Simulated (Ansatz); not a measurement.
The numbers come from plane-wave PAW DFT (Ansatz): PBE, collinear spin, 420 eV, 5×5×5 Γ-centred k points, fermi-dirac occupations (width 0.1 eV). Nothing was relaxed.

Computed maps in the lattice plane spanned by b (left to right, 5.04 Å, 15 points from zero) and c (bottom to top, 5.04 Å, 15 points from zero), 90° apart, at height 0.000 along a. The fields are smooth PAW ones with compensation charges, not the true ones near nuclei.

Valence density. Digits on a logarithmic scale: 0 up to 0.03 e/Å³, each further digit a factor of 1.6, 9 from 1.3 e/Å³ up:
```
999746999964799
998534788743589
775322455422357
543200122100234
764200000000246
997410000001479
998520000002589
998520000002589
997410000001479
764200000000246
543200122100234
775322455422357
998534788743589
999746999964799
999757999975799
```

Spin density. Ten even steps from '0' (-0.04 e/Å³) to '9' (17.80 e/Å³):
```
420000000000002
000000000000000
000000000000000
000000000000000
000000000000000
000000000000000
000000000000000
000000000000000
000000000000000
000000000000000
000000000000000
000000000000000
000000000000000
420000000000002
940000000000004
```

Problem. The cell is RbEuF3. Which atoms lie within 0.2 Å of this plane, and where (fractions of b and c)?

Solution. Eu at (0.00, 0.00), F at (0.50, 0.00), F at (0.00, 0.50). The whole cell:
```xyz
5
Lattice="5.0382 0.0000 0.0000 0.0000 5.0382 0.0000 0.0000 0.0000 5.0382" Properties=species:S:1:pos:R:3 pbc="T T T"
Eu    0.0000    0.0000    0.0000
F     2.5191    0.0000    0.0000
F     0.0000    2.5191    0.0000
F     0.0000    0.0000    2.5191
Rb    2.5191    2.5191    2.5191
```

Magnetic state (reached from a saved solution, and it need not be the lowest): Eu1 up.

Origin: a known structure type with other elements, at an estimated volume, so it need not be a known compound. Caveats: f shells without a U or exact exchange are poorly placed.
